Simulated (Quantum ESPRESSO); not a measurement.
## GaSiHfO5F (finding a planted mistake in a log)

Computed values, not a measurement. The program is pw.x of Quantum ESPRESSO 7.5 (plane-wave density functional theory). The cell is made up: 9 atoms on a corundum lattice with one site empty, with randomly drawn elements, strain and displacements, not relaxed. PseudoDojo standard norm-conserving files (v0.5 for PBE, v0.4.1 for LDA and PBEsol) set the functional; there is no spin polarisation, spin-orbit coupling or dispersion term, and the masses in the input are unused placeholders.

The hafnium pseudopotential is less sure than the others, with forces about 3 percent (worst 6) and pressure in oxides about 1.5 GPa (worst 2.7) from a second method in checks, which no rerun with the same files tests.

Intended input:

```
&control calculation='scf', pseudo_dir='./dojo.nc.sr.pbe.v0_5.standard.upf', outdir='./o', disk_io='medium', tprnfor=.true., tstress=.true. /
&system ibrav=0, nat=9, ntyp=5, nbnd=39, ecutwfc=84.00895049, nosym=.true., tot_charge=0,
 occupations='smearing', smearing='fd', degauss=0.0018374661
/
&electrons conv_thr=7.350e-09, electron_maxstep=60, /
ATOMIC_SPECIES
F 1.0 F.upf
Ga 1.0 Ga.upf
Hf 1.0 Hf.upf
O 1.0 O.upf
Si 1.0 Si.upf
CELL_PARAMETERS angstrom
2.6842 1.6832 4.9193
-2.7719 1.6363 4.9838
-0.0845 -3.0872 4.8761
ATOMIC_POSITIONS angstrom
Ga -0.2568 0.1242 5.2969
Si -0.2796 0.1828 9.6003
Hf -0.1589 0.2024 12.5756
O -0.9538 1.7158 8.7216
O -0.9882 -1.527 8.5854
O 1.8784 0.2058 8.5752
O 1.0003 -1.6027 6.0629
F 0.6378 1.7073 6.1694
O -1.9068 -0.1662 6.256
K_POINTS automatic
5 5 5 1 1 1
```

The log is shortened where brackets say so; the opening notice, blank lines, dates and the lines on written files are dropped, and the path of the files is cut. It prints rydbergs, bohrs and kilobars, and counts compression as positive stress. Where no state is partly filled, the Fermi energy that it prints is only some level between the filled and the empty states on the mesh, and need not lie in the true gap.

Log of the intended run:

```
     Program PWSCF v.7.5
     Parallel version (MPI & OpenMP), running on       1 processor cores
     Number of MPI processes:                 1
     Threads/MPI process:                     1
     [start-up lines left out]
     bravais-lattice index     =            0
     lattice parameter (alat)  =      11.0573  a.u.
     unit-cell volume          =     860.6400 (a.u.)^3
     number of atoms/cell      =            9
     number of atomic types    =            5
     number of electrons       =        66.00
     number of Kohn-Sham states=           39
     kinetic-energy cutoff     =      84.0090  Ry
     charge density cutoff     =     336.0358  Ry
     scf convergence threshold =      7.3E-09
     mixing beta               =       0.7000
     number of iterations used =            8  plain     mixing
     Exchange-correlation= PBE
                           (   1   4   3   4   0   0   0)
     [axes and pseudopotential details left out]
   Cartesian axes
     site n.     atom                  positions (alat units)
         1        Ga     tau(   1) = (  -0.0438878   0.0212261   0.9052532  )
         2        Si     tau(   2) = (  -0.0477843   0.0312410   1.6407149  )
         3        Hf     tau(   3) = (  -0.0271564   0.0345907   2.1492010  )
         4        O      tau(   4) = (  -0.1630068   0.2932344   1.4905429  )
         5        O      tau(   5) = (  -0.1688858  -0.2609681   1.4672660  )
         6        O      tau(   6) = (   0.3210232   0.0351717   1.4655228  )
         7        O      tau(   7) = (   0.1709537  -0.2739054   1.0361645  )
         8        F      tau(   8) = (   0.1090016   0.2917818   1.0543656  )
         9        O      tau(   9) = (  -0.3258768  -0.0284040   1.0691658  )
     number of k points=    63  Fermi-Dirac smearing, width (Ry)=  0.0018
                       cart. coord. in units 2pi/alat
        k(    1) = (   0.0014210  -0.0019008   0.1188206), wk =   0.0320000
        k(    2) = (   0.0045343  -0.2497769   0.2019358), wk =   0.0320000
     [further k points left out]
     Dense  grid:    89497 G-vectors     FFT dimensions: (  72,  72,  64)
     Estimated max dynamical RAM per process >     147.17 MB
     Initial potential from superposition of free atoms
     starting charge      65.9948, renormalised to      66.0000
     Starting wfcs are   47 randomized atomic wfcs
     total cpu time spent up to now is       30.1 secs
     per-process dynamical memory:   109.8 Mb
     Self-consistent Calculation
     iteration #  1     ecut=    84.01 Ry     beta= 0.70
     Davidson diagonalization with overlap
     ethr =  1.00E-02,  avg # of iterations =  2.0
     total cpu time spent up to now is       93.7 secs
     total energy              =    -487.88461362 Ry
     estimated scf accuracy    <       2.70237789 Ry
     iteration #  2     ecut=    84.01 Ry     beta= 0.70
     Davidson diagonalization with overlap
     ethr =  4.09E-03,  avg # of iterations =  3.0
     total cpu time spent up to now is      173.1 secs
     total energy              =    -487.91631587 Ry
     estimated scf accuracy    <       7.28945196 Ry
     [iterations 3 to 13 left out]
     iteration # 14     ecut=    84.01 Ry     beta= 0.70
     Davidson diagonalization with overlap
     ethr =  3.30E-11,  avg # of iterations =  2.5
     total cpu time spent up to now is      815.3 secs
     total energy              =    -489.27891626 Ry
     estimated scf accuracy    <          9.1E-09 Ry
     iteration # 15     ecut=    84.01 Ry     beta= 0.70
     Davidson diagonalization with overlap
     ethr =  1.38E-11,  avg # of iterations =  2.0
     total cpu time spent up to now is      845.7 secs
     End of self-consistent calculation
     [lines on levels left out]
     the Fermi energy is     5.6621 ev
!    total energy              =    -489.27891626 Ry
     estimated scf accuracy    <          1.0E-09 Ry
     smearing contrib. (-TS)   =      -0.00000000 Ry
     internal energy E=F+TS    =    -489.27891626 Ry
     The total energy is F=E-TS. E is the sum of the following terms:
     one-electron contribution =    -203.24896928 Ry
     hartree contribution      =     139.03328251 Ry
     xc contribution           =    -125.56691620 Ry
     ewald contribution        =    -299.49631329 Ry
     convergence has been achieved in  15 iterations
     Forces acting on atoms (cartesian axes, Ry/au):
     atom    1 type  2   force =    -0.01329629   -0.06307267   -0.04414125
     atom    2 type  5   force =    -0.07674389    0.06338665   -0.04548214
     atom    3 type  3   force =    -0.03931077    0.05527133    0.04272053
     atom    4 type  4   force =     0.05343733   -0.10721278    0.06854823
     atom    5 type  4   force =     0.06231424    0.06200942    0.11039770
     atom    6 type  4   force =    -0.07663248   -0.02073977    0.05629047
     atom    7 type  4   force =     0.10291496    0.07895137   -0.08290257
     atom    8 type  1   force =    -0.01947618    0.00265136   -0.02793810
     atom    9 type  4   force =     0.00679309   -0.07124492   -0.07749286
     Total force =     0.330049     Total SCF correction =     0.000060
     Computing stress (Cartesian axis) and pressure
          total   stress  (Ry/bohr**3)                   (kbar)     P=     -233.90
  -0.00165610  -0.00004330   0.00017661         -243.62       -6.37       25.98
  -0.00004330  -0.00183790  -0.00005331           -6.37     -270.36       -7.84
   0.00017661  -0.00005331  -0.00127604           25.98       -7.84     -187.71
     init_run     :     29.45s CPU     29.95s WALL (       1 calls)
     electrons    :    776.97s CPU    815.70s WALL (       1 calls)
     forces       :      5.16s CPU      5.23s WALL (       1 calls)
     stress       :     21.71s CPU     21.91s WALL (       1 calls)
     [timing details left out]
     PWSCF        :  13m53.58s CPU  14m33.52s WALL
     JOB DONE.
```

A second run was made from an input with one planted mistake. Its log:

```
     Program PWSCF v.7.5
     Parallel version (MPI & OpenMP), running on       1 processor cores
     Number of MPI processes:                 1
     Threads/MPI process:                     1
     [start-up lines left out]
     bravais-lattice index     =            0
     lattice parameter (alat)  =      11.0573  a.u.
     unit-cell volume          =     860.6400 (a.u.)^3
     number of atoms/cell      =            9
     number of atomic types    =            5
     number of electrons       =        67.00
     number of Kohn-Sham states=           40
     kinetic-energy cutoff     =      84.0090  Ry
     charge density cutoff     =     336.0358  Ry
     scf convergence threshold =      7.3E-09
     mixing beta               =       0.7000
     number of iterations used =            8  plain     mixing
     Exchange-correlation= PBE
                           (   1   4   3   4   0   0   0)
     [axes and pseudopotential details left out]
   Cartesian axes
     site n.     atom                  positions (alat units)
         1        Ga     tau(   1) = (  -0.0438878   0.0212261   0.9052532  )
         2        Si     tau(   2) = (  -0.0477843   0.0312410   1.6407149  )
         3        Hf     tau(   3) = (  -0.0271564   0.0345907   2.1492010  )
         4        O      tau(   4) = (  -0.1630068   0.2932344   1.4905429  )
         5        O      tau(   5) = (  -0.1688858  -0.2609681   1.4672660  )
         6        O      tau(   6) = (   0.3210232   0.0351717   1.4655228  )
         7        O      tau(   7) = (   0.1709537  -0.2739054   1.0361645  )
         8        F      tau(   8) = (   0.1090016   0.2917818   1.0543656  )
         9        O      tau(   9) = (  -0.3258768  -0.0284040   1.0691658  )
     number of k points=    63  Fermi-Dirac smearing, width (Ry)=  0.0018
                       cart. coord. in units 2pi/alat
        k(    1) = (   0.0014210  -0.0019008   0.1188206), wk =   0.0320000
        k(    2) = (   0.0045343  -0.2497769   0.2019358), wk =   0.0320000
     [further k points left out]
     Dense  grid:    89497 G-vectors     FFT dimensions: (  72,  72,  64)
     Estimated max dynamical RAM per process >     148.04 MB
     Initial potential from superposition of free atoms
     starting charge      65.9948, renormalised to      67.0000
     Starting wfcs are   47 randomized atomic wfcs
     total cpu time spent up to now is       22.2 secs
     per-process dynamical memory:    85.8 Mb
     Self-consistent Calculation
     iteration #  1     ecut=    84.01 Ry     beta= 0.70
     Davidson diagonalization with overlap
     ethr =  1.00E-02,  avg # of iterations =  2.0
     total cpu time spent up to now is       74.7 secs
     total energy              =    -487.62721392 Ry
     estimated scf accuracy    <       2.23346696 Ry
     iteration #  2     ecut=    84.01 Ry     beta= 0.70
     Davidson diagonalization with overlap
     ethr =  3.33E-03,  avg # of iterations =  3.0
     total cpu time spent up to now is      142.1 secs
     total energy              =    -487.61340912 Ry
     estimated scf accuracy    <       5.96891321 Ry
     [iterations 3 to 12 left out]
     iteration # 13     ecut=    84.01 Ry     beta= 0.70
     Davidson diagonalization with overlap
     ethr =  3.90E-11,  avg # of iterations =  3.2
     total cpu time spent up to now is      739.7 secs
     total energy              =    -488.77535603 Ry
     estimated scf accuracy    <       0.00000001 Ry
     iteration # 14     ecut=    84.01 Ry     beta= 0.70
     Davidson diagonalization with overlap
     ethr =  1.71E-11,  avg # of iterations =  2.0
     total cpu time spent up to now is      780.6 secs
     End of self-consistent calculation
     [lines on levels left out]
     the Fermi energy is     7.1796 ev
!    total energy              =    -488.77535603 Ry
     estimated scf accuracy    <          3.2E-09 Ry
     smearing contrib. (-TS)   =      -0.00097072 Ry
     internal energy E=F+TS    =    -488.77438531 Ry
     The total energy is F=E-TS. E is the sum of the following terms:
     one-electron contribution =    -202.64922226 Ry
     hartree contribution      =     139.87178314 Ry
     xc contribution           =    -126.50063290 Ry
     ewald contribution        =    -299.49631329 Ry
     convergence has been achieved in  14 iterations
     Forces acting on atoms (cartesian axes, Ry/au):
     atom    1 type  2   force =    -0.01924028   -0.06443172   -0.04492744
     atom    2 type  5   force =    -0.07050955    0.06043380   -0.04481638
     atom    3 type  3   force =    -0.03530948    0.07426586    0.04621821
     atom    4 type  4   force =     0.04097397   -0.07094729    0.05211921
     atom    5 type  4   force =     0.02094209    0.02571993    0.07434311
     atom    6 type  4   force =    -0.02597906   -0.03861502    0.02101105
     atom    7 type  4   force =     0.08189970    0.07750581   -0.06005536
     atom    8 type  1   force =    -0.00459601   -0.01545770    0.00324869
     atom    9 type  4   force =     0.01181862   -0.04847368   -0.04714110
     Total force =     0.256978     Total SCF correction =     0.000142
     Computing stress (Cartesian axis) and pressure
          total   stress  (Ry/bohr**3)                   (kbar)     P=      -27.63
  -0.00020067  -0.00002033   0.00014967          -29.52       -2.99       22.02
  -0.00002033  -0.00043662  -0.00002011           -2.99      -64.23       -2.96
   0.00014967  -0.00002011   0.00007390           22.02       -2.96       10.87
     init_run     :     19.97s CPU     22.03s WALL (       1 calls)
     electrons    :    708.50s CPU    758.58s WALL (       1 calls)
     forces       :      6.15s CPU      6.24s WALL (       1 calls)
     stress       :     23.92s CPU     24.08s WALL (       1 calls)
     [timing details left out]
     PWSCF        :  12m38.88s CPU  13m32.16s WALL
     JOB DONE.
```

Question: what was wrong in the second input?

Answer: the cell has the wrong charge. The input lines that differ, file-writing options aside:

```
- &system ibrav=0, nat=9, ntyp=5, nbnd=39, ecutwfc=84.00895049, nosym=.true., tot_charge=0,
+ &system ibrav=0, nat=9, ntyp=5, nbnd=40, ecutwfc=84.00895049, nosym=.true., tot_charge=-1,
```

|  | intended run | run with the mistake |
| --- | --- | --- |
| free energy (eV) | -6656.979 | -6650.128 |
| smearing term -TS (eV) | 0.0000 | -0.0132 |
| pressure (GPa) | -23.39 | -2.76 |
| largest force component (eV/Å) | 2.838 | 2.106 |
| largest change of a force component (eV/Å) |  | 1.302 |
| iterations | 15 | 14 |

For scale, a rerun of the intended cell at a cutoff of 1437 eV and k mesh 7 x 7 x 7 moved values by no more than 0.003 eV in energy, 0.03 GPa in stress and 0.002 eV/Å in force. The charged cell sits in a uniform background, so its energy and stress rest on the program's zero of potential. The number of bands, nbnd, was set by rule from the electron count and the smearing, so it follows the mistake.